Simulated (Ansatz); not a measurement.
**Bi-209 nuclear quadrupole resonance in BiTe under strain**

Cell: a COD entry, relaxed with PBE at fixed cell and then changed (z compressed by 3 %, ions relaxed).

```xyz
2
Lattice="0.0000 3.2350 3.1380 3.2350 0.0000 3.1380 3.2350 3.2350 0.0000" Properties=species:S:1:pos:R:3 pbc="T T T"
Bi    0.0000    0.0000    0.0000
Te    3.2350    3.2350    3.1379
```

Sites (sets of like atoms) are named by element and the number of their first atom in this list.

Level of theory: DFT, PBE, plane waves and PAW, scalar-relativistic, 420 eV cutoff, Γ-centred 13×13×13 k-points, Fermi–Dirac smearing 0.05 eV (Ansatz 0.2.0).

Bi-209: I = 9/2, Q = -516.0 mb (year-2017 value). Static lattice, zero field.

(1) At which frequencies do the Bi-209 NQR lines lie?

Results:

(1) For I = 9/2 and η = 0 the lines are |C_Q|/24 times 1, 2, 3 and 4; η shifts the lowest up most.

| site | atoms | V_zz (10²¹ V/m²) | C_Q (MHz) | η | line frequencies (MHz) |
| --- | --- | --- | --- | --- | --- |
| Bi | 1 | 6.73 | -83.9 | 0.00 | 3.50, 7.00, 10.5, 14.0 |

An axis of threefold or higher order runs through Bi, so V_zz lies along it and η is zero.

The run finds no gap above 0.1 eV (a metal, or nearly one), so the gradients can move by 10 % or more with the k-mesh. Spin–orbit coupling is left out, which shifts gradients on Bi by a few per cent in wide-gap crystals, and can shift them far more where the calculated gap is small or absent, as here. Newer work puts Q(²⁰⁹Bi) near −420 mb, which would lower these couplings by about a fifth.
